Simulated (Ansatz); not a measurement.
**Thermal properties of Al3Si2I from its phonons**

Method: DFT PBE, scalar-relativistic, plane waves, PAW in Ansatz 0.2.0. Settings: 420 eV plane-wave cutoff, Γ-centred 4×8×8 mesh, Gaussian smearing of 0.10 eV. No spin polarisation. Phonons by linear response, acoustic sum rule imposed.

Equilibrium structure at this level:
```
Al Si I
1.0
     8.64138    0.00000    0.00000
     0.00000    2.16817    3.78730
     0.00000   -2.16817    3.78730
Al Si I
3 2 1
Direct
  0.00000 0.21002 0.21002
  0.80906 0.87474 0.87474
  0.19094 0.87474 0.87474
  0.13902 0.54053 0.54053
  0.86098 0.54053 0.54053
  0.50000 0.78539 0.78539
```

The cell was found from a structure generator's guess, not taken from experiment. In a metal, frequencies and elastic constants depend on the k mesh and the smearing, soft modes and shear constants most. Spin–orbit coupling is left out, which matters for heavy elements. The q mesh is coarse, so values between its points are rough.

Force constants from linear response on a 1×2×2 q mesh, interpolated to a fine mesh.

Phonon density of states, in bins of 10 cm⁻¹:
```tsv
bin centre (cm⁻¹)	share of modes (%)
-5	0.0
5	0.1
15	0.5
25	1.9
35	3.7
45	3.7
55	2.5
65	0.9
75	1.6
85	2.8
95	2.9
105	3.4
115	3.5
125	2.0
135	8.1
145	3.1
155	5.2
165	7.7
175	1.9
185	4.0
195	2.2
205	0.7
215	0.8
225	1.0
235	1.2
245	2.0
255	1.5
265	0.7
275	0.8
285	1.4
295	0.7
305	1.7
315	2.7
325	4.6
335	6.2
345	2.0
355	2.5
365	1.9
375	0.0
385	1.2
395	4.4
```

(1) What is the zero-point energy per atom?

(2) How large are the vibrational entropy and heat capacity at 300 K?

(3) Tabulate them against temperature.

Results:

(1) 36.2 meV.

(2) S = 3.96 k_B and C_V = 2.74 k_B per atom, 91 % of the Dulong–Petit value.

(3)
```
T (K)  F_vib (meV/atom)  S (k_B/atom)  C_V (k_B/atom)
  100              31.1          1.43            1.70
  200              12.1          2.90            2.48
  300             -17.6          3.96            2.74
  400             -55.4          4.76            2.85
  500             -99.3          5.41            2.90
  600            -148.2          5.94            2.93
  700            -201.4          6.39            2.95
  800            -258.2          6.78            2.96
  900            -318.2          7.13            2.97
 1000            -381.0          7.45            2.97
```
